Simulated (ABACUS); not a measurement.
ABACUS run on P (Imma, 2 atoms in the cell; from Materials Project mp-7245, changed as shown): self-consistent single point.

Method: PBEsol, PseudoDojo 0.4 standard norm-conserving PBEsol (tails mended) pseudopotentials (plane waves; ABACUS).

The change in words: volume scaled by 1.02. Reference geometry (Imma):
```
P
1.0
   -1.72619     2.56673     1.89705
    1.72619    -2.56673     1.89705
    1.72619     2.56673    -1.89705
P
2
Cartesian
  0.00000   3.85009   0.20226
  1.72619  -1.28336   1.69479
```

Reference input (self-consistent single point, DFT, PBEsol, plane waves, PseudoDojo 0.4 standard norm-conserving PBEsol (tails mended) pseudopotentials): KPT = Gamma 10 10 10 0 0 0; basis_type = pw; ecutwfc = 44 Ry; smearing_method = fd; smearing_sigma = 0.00734986 Ry; potentials = PseudoDojo 0.4 standard norm-conserving PBEsol (tails mended); symmetry = 1; symmetry_prec = 1e-05; ks_solver = dav_subspace; scf_nmax = 100; scf_thr = 1.0e-09 Ry; mixing_type = broyden. This run's input differs from it in these lines:

```diff
@@ -25,5 +25,5 @@
 LATTICE_VECTORS
-  -1.7261860000    2.5667260000    1.8970530000
-   1.7261860000   -2.5667260000    1.8970530000
-   1.7261860000    2.5667260000   -1.8970530000
+  -1.7376190000    2.5837250000    1.9096170000
+   1.7376190000   -2.5837250000    1.9096170000
+   1.7376190000    2.5837250000   -1.9096170000
```

Log, with long lists cut:

```
 SELF-CONSISTENT
 -------------------------------------------
                                 init_chg = atomic

 PW ALGORITHM --------------- ION=   1  ELEC=   1--------------------------------
 Notice: Threshold on eigenvalues was too large.

 Density error is 0.0146446309182
                          Error Threshold = 0.000147568505556
 E_KohnSham     -27.6820863260       -376.6341065614
 E_Fermi        0.6536771627         8.8937340658

 PW ALGORITHM --------------- ION=   1  ELEC=   2--------------------------------

 Density error is 0.000642885056109
                          Error Threshold = 0.000146446309182
   [... lines left out ...]

 Density error is 2.45087325754e-09
                          Error Threshold = 2.87482678362e-09
 E_KohnSham     -27.6822520428       -376.6363612543
 E_Fermi        0.6600896260         8.9809801042

 PW ALGORITHM --------------- ION=   1  ELEC=   6--------------------------------

 Density error is 3.94618672237e-11
                          Error Threshold = 2.45087325754e-11
 E_KohnSham     -27.6822520435       -376.6363612635
 E_KS(sigma->0) -27.6819763109       -376.6326097294
 E_entropy(-TS) -0.0005514651        -0.0075030681
 E_Fermi        0.6600946528         8.9810484969
 charge density convergence is achieved
 final etot is -376.63636126 eV
 EFERMI = 8.9810484969 eV

 STATE ENERGY(eV) AND OCCUPATIONS    NSPIN == 1
   [... 12 lines left out ...]

 TOTAL-FORCE (eV/Angstrom)
                        P1         0.0000000000         0.0000000000         0.1363804343
                        P2         0.0000000000         0.0000000000        -0.1363804343

 TOTAL-STRESS (KBAR)
       -82.4051179503         0.0000000000        -0.0000000000
         0.0000000000       -77.7763728760         0.0000000000
         0.0000000000         0.0000000000       -67.9749976514
 TOTAL-PRESSURE: -76.052163 KBAR

 --------------------------------------------
 !FINAL_ETOT_IS -376.6363612634930291 eV
 --------------------------------------------
```

The run converged in 6 iterations. Against the reference run the free energy rises by 14.4 meV/atom, the pressure goes from -6.13 to -7.61 GPa and the largest force goes from 0.012 to 0.136 eV/Å.

The structure comes from a collection of computed structures, made at another level of theory; the collection holds predicted forms beside known ones. Its lattice was then scaled. No clean gap shows at this smearing width and mesh (spacing up to 0.24 Å⁻¹); the mesh is coarse for partly filled bands, so the values carry mesh errors.

Cost on one core: about 60 core-seconds (a rough figure).

“Tails mended”: in these copies of the files the far tail of each local potential was reset to the Coulomb form.
